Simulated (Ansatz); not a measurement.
Starting cell, C (diamond):

```
C
1.0
    0.00000     3.57157     3.57157
    1.78578     1.78578     3.57157
    1.78578     1.78578     0.00000
C
4
Direct
  0.00000   0.50000   0.50000
  0.50000   0.50000   0.50000
  0.00000   0.75000   0.75000
  0.50000   0.75000   0.75000
```

The atoms are displaced by Q × the pattern below (from a DFPT mode at X = (0.5, 0.5, 0.0), largest move 1; Q in Å), at fixed cell. It is one choice among 2 degenerate patterns. (q is in reciprocal vectors of the primitive cell; the cell shown is doubled to hold the pattern.)

```tsv
atom	x	y	z
C3	0.000	0.000	-1.000
C4	0.000	0.000	1.000
```

Atoms not listed stay in place.

These are PBE (plane waves to 420 eV, PAW, scalar-relativistic; Ansatz, an electronic-structure program) values and carry that method's errors. k mesh 16×16×16 (Γ-centred), Fermi-Dirac smearing 0.05 eV. C was relaxed with its symmetry unable to fall.

At one point of the scan the forces (eV/Å) are:

```tsv
atom	Fx	Fy	Fz
C1	0.000	0.000	0.000
C2	0.000	0.000	0.000
C3	0.000	0.000	2.088
C4	0.000	0.000	-2.088
```

Question: Which point is it?
(A) Q = 0.017 Å
(B) Q = 0.067 Å
(C) Q = 0.100 Å
(D) Q = 0.033 Å

Answer: D, Q = 0.033 Å

(For displaced atoms, the force is minus the slope of the energy, and its curvature is a force constant, which sets phonon frequencies.)
